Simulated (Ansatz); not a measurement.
TiO2 (rutile)

Space group P4₂/mnm (No. 136); a = b = 4.597 Å, c = 2.954 Å, α = β = γ = 90.00°

```
atom  site  symmetry       x       y       z
----  ----  --------  ------  ------  ------
Ti      2a      m.mm  0.0000  0.0000  0.0000
O       4f      m.2m  0.3046  0.3046  0.0000
```

Two coordinates are scanned: the volume, and the ratio of the stretch along z (the conventional c axis) to the stretch across it. Atoms keep their fractional coordinates.

Method: r2SCAN (plane waves to 500 eV, PAW, scalar-relativistic; Ansatz, a quantum-chemistry and plane-wave program). k mesh 7×7×11 (Γ-centred), Fermi-Dirac smearing 0.05 eV. Stress and pressure are positive under compression. As the atoms are clamped, bonds stretch with the cell, which overstates energies and stresses. The PAW data are Ansatz's earlier set. TiO2 is run without spin polarisation. TiO2 was relaxed with its symmetry unable to fall.

Changes of σzz − σxx (GPa) from the point V/V₀ = 1.000, (c/a)/(c/a)₀ = 1.000 when one coordinate moves alone (two changes are said to add if the coupling is within 5 % of the smaller one, nearly so within 20 %):

```
point                               change
----------------------------------  ------
V/V₀ = 1.000, (c/a)/(c/a)₀ = 0.960   12.46
V/V₀ = 1.000, (c/a)/(c/a)₀ = 0.980    5.98
V/V₀ = 0.920, (c/a)/(c/a)₀ = 1.000    6.53
V/V₀ = 0.960, (c/a)/(c/a)₀ = 1.000    2.92
V/V₀ = 1.040, (c/a)/(c/a)₀ = 1.000   -2.37
V/V₀ = 1.080, (c/a)/(c/a)₀ = 1.000   -4.29
V/V₀ = 1.000, (c/a)/(c/a)₀ = 1.020   -5.51
V/V₀ = 1.000, (c/a)/(c/a)₀ = 1.040  -10.58
```

### Question
Do the two effects add at V/V₀ = 0.960, (c/a)/(c/a)₀ = 1.040? Give the computed change.

### Answer
The sum of the single changes is 2.92 + (-10.58) = -7.66; the calculation gives -8.90, so the coupling contributes -1.24 (over 20 % of the smaller single change, not additive).

### Question
Do the two effects add at V/V₀ = 0.920, (c/a)/(c/a)₀ = 0.960? Give the computed change.

### Answer
The sum of the single changes is 6.53 + (12.46) = 18.99; the calculation gives 21.82, so the coupling contributes 2.83 (over 20 % of the smaller single change, not additive).

### Question
Do the two effects add at V/V₀ = 0.920, (c/a)/(c/a)₀ = 1.020? Give the computed change.

### Answer
The sum of the single changes is 6.53 + (-5.51) = 1.02; the calculation gives -0.33, so the coupling contributes -1.35 (over 20 % of the smaller single change, not additive).

(Under strain, the slope of the energy per volume gives the stress and its curvature an elastic modulus.)
